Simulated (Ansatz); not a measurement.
# Li$_{3}$B: zone-centre modes

The calculation used Ansatz 0.2.0, DFT PBEsol, scalar-relativistic, plane waves, PAW. Plane waves to 420 eV; Γ-centred k mesh 16×16×16; Fermi-Dirac smearing of 0.15 eV. No spin polarisation. Phonons by linear response, acoustic sum rule imposed.

Relaxed structure:
```yaml
crystal:
  lattice:
    - [-1.98719, 1.98719, 2.81081]
    - [1.98719, -1.98719, 2.81081]
    - [1.98719, 1.98719, -2.81081]
  atoms:
    - { symbol: Li, position: [0.75000, 0.25000, 0.50000] }
    - { symbol: Li, position: [0.25000, 0.75000, 0.50000] }
    - { symbol: Li, position: [0.50000, 0.50000, 0.00000] }
    - { symbol: B, position: [0.00000, 0.00000, 0.00000] }
```

The cell was built by swapping an element in a database structure (itself possibly hypothetical) and relaxing; it need not be the stable form of this composition. In a metal, frequencies and elastic constants depend on the k mesh and the smearing, soft modes and shear constants most.

(1) Is this structure stable against zone-centre distortions?

(2) List the optical modes at Γ (i marks imaginary ones).

## Answers

(1) Yes, at Γ: no optical mode is imaginary. Strains and other wave vectors aren't tested by this run.

(2)
| frequency (cm⁻¹) | degeneracy |
| --- | --- |
| 294 | 1 |
| 294 | 2 |
| 438 | 1 |
| 438 | 2 |
| 488 | 2 |
| 488 | 1 |